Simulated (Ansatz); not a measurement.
FeSi$_{2}$:
```xyz
24
Lattice="4.8912 -3.8541 0.0000 4.8912 3.8541 0.0000 0.0000 0.0000 7.7455" Properties=species:S:1:pos:R:3 pbc="T T T"
Fe     4.8912    -2.3728     2.4212
Fe     4.8912     2.3728     5.3243
Fe     4.8912    -1.4812     6.2940
Fe     4.8912     1.4812     1.4515
Fe     7.0053     0.0000     0.0000
Fe     2.7771     0.0000     0.0000
Fe     7.6683     0.0000     3.8728
Fe     2.1141     0.0000     3.8728
Si     6.1285     0.3464     5.6279
Si     3.6539    -0.3464     2.1177
Si     8.5451    -0.3464     1.7551
Si     1.2373     0.3464     5.9904
Si     6.1285    -0.3464     2.1177
Si     3.6539     0.3464     5.6279
Si     8.5451     0.3464     5.9904
Si     1.2373    -0.3464     1.7551
Si     6.1470    -1.7444     4.2613
Si     3.6354     1.7444     3.4843
Si     3.6354    -2.1097     0.3885
Si     6.1470     2.1097     7.3570
Si     6.1470     1.7444     3.4843
Si     3.6354    -1.7444     4.2613
Si     3.6354     2.1097     7.3570
Si     6.1470    -2.1097     0.3885
```

Relaxed with PBEsol. Special points in fractions of this cell's reciprocal vectors: Γ (0.000, 0.000, 0.000); Y (0.500, 0.500, 0.000); F0 (0.405, 0.595, 0.000); Δ0 (-0.405, 0.405, 0.000); Z (0.000, 0.000, 0.500); B0 (-0.405, 0.405, 0.500); G0 (0.405, 0.595, 0.500); T (0.500, 0.500, 0.500); S (0.000, 0.500, 0.000); R (0.000, 0.500, 0.500).

### Question
List the band energies nearest the valence-band maximum at these points for plane-wave PAW PBEsol (Ansatz code).

### Answer
In eV from the valence-band maximum; about four levels below and three above (degenerate sets whole), none deeper than 8.9 eV; points with the same levels are listed once.

```tsv
k	below	above
Γ	-0.61 -0.61 -0.36 -0.33 -0.19	0.80 0.89 1.04 1.05
Y	-0.49 -0.33 -0.30 0.00	0.81 1.08 1.15
F0	-0.43 -0.33 -0.33 -0.25	0.92 1.01 1.09
Z	-0.37 -0.37 -0.16 -0.16	0.78 0.78 1.30 1.30
B0	-0.57 -0.57 -0.28 -0.28	0.94 0.94 1.08 1.08
T	-0.58 -0.58 -0.32 -0.32	0.89 0.89 1.11 1.11
S	-0.45 -0.45 -0.32 -0.32	0.93 0.93 1.03 1.03
R	-0.49 -0.49 -0.31 -0.31	1.10 1.10 1.14 1.14
```

Space group Cmce. The first step of the workflow began from a Materials Project structure, measured or hypothetical; the Crystallography Open Database files this formula in space group No. 64, but the cells were not matched. Whether it is the stable phase at ambient conditions was not checked. The cell was relaxed with PBEsol under the symmetry of its start; of distortions, only those at the zone centre were tested. No spin polarisation was allowed.

Potentials: the later of the program's two PAW sets.
